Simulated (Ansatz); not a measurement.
**Squeezing BiRh (rocksalt type)**

```
CELL_PARAMETERS angstrom
0.00000 2.75428 2.75428
2.75428 0.00000 2.75428
2.75428 2.75428 0.00000
ATOMIC_POSITIONS crystal
Rh 0.00000 0.00000 0.00000
Bi 0.50000 0.50000 0.50000
```

The cell comes from a relaxation on PAW files under the same functional, begun from a prototype that needn't be the stable phase.

Its volume is scaled at fixed shape and fractional positions.

All numbers are PBEsol results (scalar-relativistic) from Ansatz 0.2.0, with a Γ-centred 12×12×12 k mesh, Fermi–Dirac smearing of 0.08 eV, no spin polarisation. Methods: LAPW: all electrons, basis error target 1 meV/atom; PAW: frozen-core files, cutoff 420 eV; crystal datasets: all electrons, by PAW datasets that the program makes for each cell; norm-conserving: pseudopotentials, cutoff 1197 eV; PAW (cutoff 250 eV): frozen-core files, cutoff 250 eV.

Energies are extrapolated to zero smearing and count from the unscaled cell; pressure is positive in compression; gaps take the mesh and a band path. No temperature or zero-point motion is included.

Spin–orbit coupling is left out, which matters for the heavy atoms. The PAW files were made under PBE. The structure type is held throughout; the real material can change phase at far lower pressure.

```tsv
V/V0	V (Å³/atom)	P LAPW (GPa)	ΔE LAPW (eV/atom)	P PAW − LAPW (GPa)	ΔE PAW − LAPW (meV/atom)
1.00	20.89	0.02	0.000	-0.01	0.0
0.95	19.85	7.12	0.022	0.00	0.0
0.85	17.76	29.8	0.247	0.02	0.1
0.75	15.67	72.3	0.884	0.04	0.5
0.65	13.58	154.5	?	0.15	1.6
0.55	11.49	323.4	5.280	0.47	5.3
0.45	9.40	?	11.614	1.53	16.9
0.40	8.36	1052	17.248	2.90	30.6
```

Question: Give the missing entry: row "0.45", column "P LAPW (GPa)".

Answer: 701.5.

Question: Give the missing entry: row "0.65", column "ΔE LAPW (eV/atom)".

Answer: 2.302.

Question: Fit the Vinet equation to the LAPW pressures over the whole range, with residuals weighted by 1/(|P| + 0.03·Pmax).

Answer: V0 = 20.94 Å³/atom, B0 = 113 GPa and B0′ = 5.68, and the fit misses no point by more than 4.5 GPa. A fit over so wide a range pins B0 less well than one near rest.

Question: From the table, what is the rise of the enthalpy H = E + pV up to the last row, and how stiff is the crystal between the last two rows?

Answer: ΔH = 17.248 eV + (1052 GPa × 8.36 Å³ − 0.02 GPa × 20.89 Å³) × 0.006242 eV/(GPa·Å³) = 72.10 eV/atom, of which pV makes 76 %. The mean bulk modulus there is −ΔP/Δln V = 2970 GPa.

Question: At the smallest volume, how far do crystal datasets and norm-conserving and PAW (cutoff 250 eV) lie from LAPW in pressure?

Answer: crystal datasets: 0.00 GPa; norm-conserving: -3.14 GPa; PAW (cutoff 250 eV): +25.09 GPa, on a LAPW pressure of 1052 GPa.

Question: How do the Löwdin populations by LAPW change from the unscaled cell to the last row?

Answer: Rh 4s 1.97 → 1.85, Rh 5s 0.60 → 0.52, Rh 4d 8.54 → 9.01, Bi 5s 1.99 → 1.94, Bi 6s 1.74 → 1.25, Bi 5p 5.99 → 5.96, Bi 6p 3.09 → 3.29, Bi 5d 9.99 → 9.94 electrons an atom. These are projections on the shells that the free atoms fill; 0.10 e a cell lies outside them at the start and 0.29 e at the end.
